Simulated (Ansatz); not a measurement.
A distorted cell of B (space group R-3m):

```
CELL_PARAMETERS angstrom
      2.42047     1.39746     4.13138
     -2.42047     1.39746     4.13138
      0.00000    -2.79491     4.13138
ATOMIC_POSITIONS crystal
  B  0.00265 0.67034 0.00265
  B  0.98172 0.36172 0.98172
  B  0.00265 0.00265 0.67034
  B  0.98172 0.98172 0.36172
  B  0.67034 0.00265 0.00265
  B  0.36172 0.98172 0.98172
  B  0.22270 0.62714 0.22270
  B  0.77976 0.36715 0.77976
  B  0.22270 0.22270 0.62714
  B  0.77976 0.77976 0.36715
  B  0.62714 0.22270 0.22270
  B  0.36715 0.77976 0.77976
```

Computed with LDA (plane waves to 420 eV, PAW, scalar-relativistic; Ansatz, a first-principles code). k mesh 7×7×7 (Γ-centred), Fermi-Dirac smearing 0.05 eV. Stress and pressure are positive under compression. B was relaxed with its symmetry unable to fall.

Question: What forces act on the atoms (eV/Å, Cartesian)?

Answer: 
```csv
atom,Fx,Fy,Fz
B1,2.688,-1.552,-0.048
B2,1.677,-0.968,-0.070
B3,0.000,3.104,-0.048
B4,0.000,1.936,-0.070
B5,-2.688,-1.552,-0.048
B6,-1.677,-0.968,-0.070
B7,-0.368,0.212,0.097
B8,-0.345,0.199,0.021
B9,0.000,-0.424,0.097
B10,0.000,-0.398,0.021
B11,0.368,0.212,0.097
B12,0.345,0.199,0.021
```

Question: Give the stress tensor in GPa and the pressure.

Answer: 
```
   2.64     0.00     0.00
   0.00     2.64     0.00
   0.00     0.00    -0.14
```
The pressure, a third of the trace, is 1.71 GPa.

(A displaced cell: forces are minus the slopes of the energy, force constants its curvatures, and phonons follow from these.)
